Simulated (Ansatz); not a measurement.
Static calculation, CuI

System: CuI (zinc blende type), 2 atoms in the cell.

Ansatz input (lattice in Å, positions in fractions of it)
```yaml
crystal:
  lattice:
    - [0, 3.045, 3.045]
    - [3.045, 0, 3.045]
    - [3.045, 3.045, 0]
  atoms:
    - { symbol: Cu, position: [0, 0, 0] }
    - { symbol: I, position: [0.25, 0.25, 0.25] }
kpoints:
  mp_grid: { grid: [6, 6, 6] }
hamiltonian:
  xc: pbe
  pseudopotentials: { kind: paw, source: ansatz }
scf:
  occupations: { method: fermi_dirac, width: 0.02 }
  convergence: { dr2_threshold: "1e-10 eV" }
  max_iter: 300
output:
  forces: true
  stress: true
  eigenvalues: true
```

These are results of PBE, plane waves, PAW datasets (earlier set, tuned by hand) (Ansatz 0.2.0 development build), not measurements.

What the run gave

```
Plane-wave cutoff used : 700 eV
Pressure               : -0.18 GPa
Valence electrons      : 36
Irreducible k-points   : 16
CPU time               : roughly 6 core-seconds on a shared host
```

Stress tensor in GPa, compression positive:
```
-0.18  0.00  0.00
 0.00 -0.18  0.00
 0.00  0.00 -0.18
```

The stress includes the program's correction for the finite plane-wave basis.
